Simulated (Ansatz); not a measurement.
**LiMg: why energy differences converge before total energies**

All numbers below come from DFT PBEsol, scalar-relativistic, plane waves, PAW (Ansatz).

```xyz
2
Lattice="3.4153 0.0000 0.0000 0.0000 3.4153 0.0000 0.0000 0.0000 3.4153" Properties=species:S:1:pos:R:3 pbc="T T T"
Li    0.0000    0.0000    0.0000
Mg    1.7077    1.7077    1.7077
```

The Γ-centred k-mesh is 12×12×12, the occupation rule is Gaussian smearing, 0.1 eV and the spin treatment is unpolarised.

A second cell has all atoms moved and the lattice slightly strained:

```yaml
crystal:
  lattice:
    - [3.36638, 0.00925, 0.00096]
    - [0.00925, 3.47227, -0.03322]
    - [0.00096, -0.03322, 3.48071]
  atoms:
    - { symbol: Li, position: [0.01816, 0.98929, 0.99812] }
    - { symbol: Mg, position: [0.48093, 0.50738, 0.52506] }
```

It ran on a 8×8×8 mesh, another than the first cell's, which shifts the difference by nearly the same amount at every cutoff. Both were run at several values of the cutoff; energies per atom at zero smearing, errors against the largest value (420 eV), which isn't proved converged itself.

```tsv
cutoff	error, first cell (meV)	error, second cell (meV)
250 eV	118.23	118.70
300 eV	11.03	11.10
350 eV	0.62	0.63
```

Task: At the largest value the second cell lies 14.05 meV/atom above the first. What is the error of that difference at each value, and where does each quantity come within 1 meV/atom?

Result: The error of the difference is the second cell's error less the first's:
```tsv
cutoff	difference (meV)	its error (meV)
250 eV	14.52	0.47
300 eV	14.12	0.06
350 eV	14.06	0.00
```

The first cell's total energy stays within 1 meV/atom from 350 eV on, the difference from 250 eV on. Most of the error cancels, by a factor of about 175 in the median. A missing short wave mostly misdescribes the region near each nucleus, which both cells share; what doesn't cancel comes largely from the change of volume and bonding.